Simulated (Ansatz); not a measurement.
ZrAl$_{3}$:
```yaml
crystal:
  lattice:
    - [-1.99272, 1.99272, 8.58733]
    - [1.99272, -1.99272, 8.58733]
    - [1.99272, 1.99272, -8.58733]
  atoms:
    - { symbol: Al, position: [0.50000, 0.00000, 0.50000] }
    - { symbol: Al, position: [0.00000, 0.50000, 0.50000] }
    - { symbol: Al, position: [0.75000, 0.25000, 0.50000] }
    - { symbol: Al, position: [0.25000, 0.75000, 0.50000] }
    - { symbol: Al, position: [0.37463, 0.37463, 0.00000] }
    - { symbol: Al, position: [0.62537, 0.62537, 0.00000] }
    - { symbol: Zr, position: [0.11876, 0.11876, 0.00000] }
    - { symbol: Zr, position: [0.88124, 0.88124, 0.00000] }
```

Relaxed with PBEsol.

Q: Map the electron localisation function on the plane through (0.500, 0.000, 0.500) spanned by u = [1, 1, 0] and v = [1, 0, 1] in lattice vectors, from PBEsol (plane waves, PAW; program Ansatz).

A: x is the fraction of u, y of v (the angle between them is 90°; rows are the nearest grid lines); atoms in the plane: Al at (0.00, 0.00), Al at (0.50, 0.00), Al at (0.25, 0.00), Al at (0.75, 0.00), Al at (0.37, 0.50), Al at (0.63, 0.50), Zr at (0.12, 0.50), Zr at (0.88, 0.50).
```
|0078645760006754687007864576000675468700|
|3077545760307755687007865576030675457703|
|0176323671007766688118866677001763236700|
|1474212574137877788338877787314752124741|
|6662111377457888888558888887547731112666|
|8742231268656888887667888886568621322478|
|8632785157655786786556876875567515872368|
|7515998236544641475445741464456328995157|
|6417989325433510154334510153345239897146|
|5318729424323303033223303033234249278135|
|4219609414322200033223300022234149069124|
|5318729424323303033223303033234249278135|
|6417989325433510154334510153345239897146|
|7515998236544641475445741464456328995157|
|8632785157655786786556876875567515872368|
|8742231268656888887667888886568621322478|
|6662111377457888888558888887547731112666|
|1474212574137877788338877787314752124741|
|0076323671007766688118866677001763236710|
|3077545760306755687007865577030675457703|
|0078645760006754687007864576000675468700|
```
Scale: ten equal steps from 0.008 (start of '0') to 0.797 (end of '9'), in the order '0123456789'; x runs from 0.000 to 1.00, y from 0.000 (bottom) to 1.00 (top).

The density is the valence pseudo-density with augmentation charge, so density and ELF within about 1 Å of a nucleus are not all-electron values.

Space group I4/mmm. The workflow started from an entry of the Crystallography Open Database (COD). Whether it is the stable phase at ambient conditions was not checked. Symmetry was held in the PBEsol relaxation; whether a distortion lowers the energy is not shown. No spin polarisation was allowed.

Potentials: the later of the program's two PAW sets.
